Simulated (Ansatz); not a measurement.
Ansatz input

```yaml
crystal:
  lattice:
    - [-3.3612935851, 3.3616517, 1.8189352811]
    - [3.3616517, -3.3612935851, 1.8189352811]
    - [3.3632353109, 3.3632353109, -1.818279393]
  atoms:
    - { symbol: Ca, position: [0.9999717905, 2.82095e-05, 0.0] }
    - { symbol: Ca, position: [0.7500282095, 0.2499717905, 0.5] }
hamiltonian:
  xc: pbesol
  pseudopotentials:
    kind: paw
    azcp:
      Ca: "pseudopotentials/Ca.paw.azcp"
basis:
  ecutwfc: 420
  fft_grid_basis: typed
kpoints:
  mp_grid: { grid: [16, 16, 11], shift: [0, 0, 0] }
magnetization:
  spin_polarized: false
scf:
  occupations: { method: fermi_dirac, width: 0.1 }
```

and its output:

```
Warning: the record states the generating functional pbe (its physics header spells it `PBE`), which answers neither for hamiltonian.xc's functional nor for the pbesol family's — results may be inconsistent (PPs are generated against a specific XC)
Engine: ansatz 0.2.0, aarch64-unknown-linux-gnu
Pseudopotentials: kind: paw
Pseudopotential: Ca, paw, valence charge 10, recommended cutoff 420 eV (normal) 
Functional definition: PBEsol
  exchange = pbesol_x
  correlation = pbesol_c
Crystal: 2 atoms, lattice volume = 82.260 Å³
Basis set: ecut = 420 eV, 1575 PW (Γ)
Bands: 14, of which v1, the nominal top of the filled ones, is band 10 counted from 1 (9 counted from 0)
Symmetry: 4 space group operations
Space group: C2/c (ITA 15), of the structure as read, at distance tolerance 4.3e-5 Å
k-points: 753 of 2816
Non-local potential: Ca, projectors of the file, l = 0: 3, l = 1: 2, l = 2: 2
PAW form: soft (Blöchl's): semilocal exchange-correlation on the pseudo side does not see the compensation charge
PAW frozen core: Ca, regenerated for the run's functional, and the local potential with it (the file was generated under x = pbe(κ = 0.804, μ = 0.2195149727645171), c = pbe(β = 0.06672455060314922))
PAW one-centre angular grid: Ca, 110 points (default); XC on 64 Gauss nodes
Initial density: superposition of atomic densities (neutral atoms: chi_scale 0, normalization atom), corrected by the library's trained network
Initial wavefunctions: pseudopotential atomic-orbital guess
Functional: x = pbesol(κ = 0.804, μ = 0.12345679012345678), c = pbesol(β = 0.046)
SCF iter   1: F=—  HF=-3586.994723 eV  |F-HF|=—  |Δ(HF+E_count)|=         —  Δρ=2.43e-3  dr2=7.01e-3  ethr=1.77e-3  ⟨swp⟩=6.6  Hψ=66628  notcnv=0
SCF iter   2: F=—  HF=-3586.994059 eV  |F-HF|=—  |Δ(HF+E_count)|=   6.64e-4  Δρ=1.31e-3  dr2=2.38e-3  ethr=3.50e-5  ⟨swp⟩=1.6  Hψ=17729  notcnv=0
SCF iter   3: F=—  HF=-3586.993570 eV  |F-HF|=—  |Δ(HF+E_count)|=   4.89e-4  Δρ=3.42e-4  dr2=2.17e-4  ethr=1.19e-5  ⟨swp⟩=2.6  Hψ=16404  notcnv=0
SCF iter   4: F=—  HF=-3586.993526 eV  |F-HF|=—  |Δ(HF+E_count)|=   4.42e-5  Δρ=7.32e-5  dr2=2.30e-6  ethr=1.09e-6  ⟨swp⟩=1.9  Hψ=11861  notcnv=0
SCF iter   5: F=—  HF=-3586.993525 eV  |F-HF|=—  |Δ(HF+E_count)|=   7.55e-7  Δρ=1.60e-5  dr2=3.59e-7  ethr=1.15e-8  ⟨swp⟩=2.2  Hψ=18792  notcnv=0
SCF iter   6: F=-3586.993525 eV  HF=-3586.993525 eV  |F-HF|=2.18e-9  |Δ(HF+E_count)|=   2.81e-8  Δρ=2.94e-6  dr2=1.33e-8  ethr=5.00e-10  ⟨swp⟩=2.0  Hψ=21122  notcnv=0
SCF 1 converged in 6 iterations: F = -3586.993525 eV  dr2 = 1.33e-8
SCF converged after 6 iterations
Free energy (F): -3586.993525 eV
Harris-Foulkes:  -3586.993525 eV  (|F-HF|=2.18e-9)
Internal energy: -3586.899073 eV  (E = F + TS)
E sigma→0 (E₀):  -3586.946299 eV
Entropy (-TS):   -0.094452 eV (-47.226 meV/atom)
Fermi energy:    4.960529 eV
--- Per-component energies (eV) ---
  E_band       = -348.027309
  E_kinetic    = 551.460358
  E_local      = -1704.647561  (includes V_loc(G=0)·N_el)
  E_nonlocal   = 129.586151
  E_hartree    = 570.878907
  E_xc         = -268.590928
  E_vxc        = -336.533458  (∫ρ·V_xc dr)
  E_paw        = -1673.492356  (= ΣΔE_a)
  E_vpaw       = -129.652276  (= ΣTr[D̂ρ^β])
  E_aug_tail   = -0.000012  (compensation charges beyond the density's cutoff)
  E_ewald      = -1192.331222
  E_core_change = 0.237589  (= ΣΔE_core)
  E_smearing   = -0.094452  (= −TS)
  E_closure    = -0.000000  (closes the sum)
  Σ components = -3586.993525   (vs F -3586.993525, Δ=0.00e0)
```
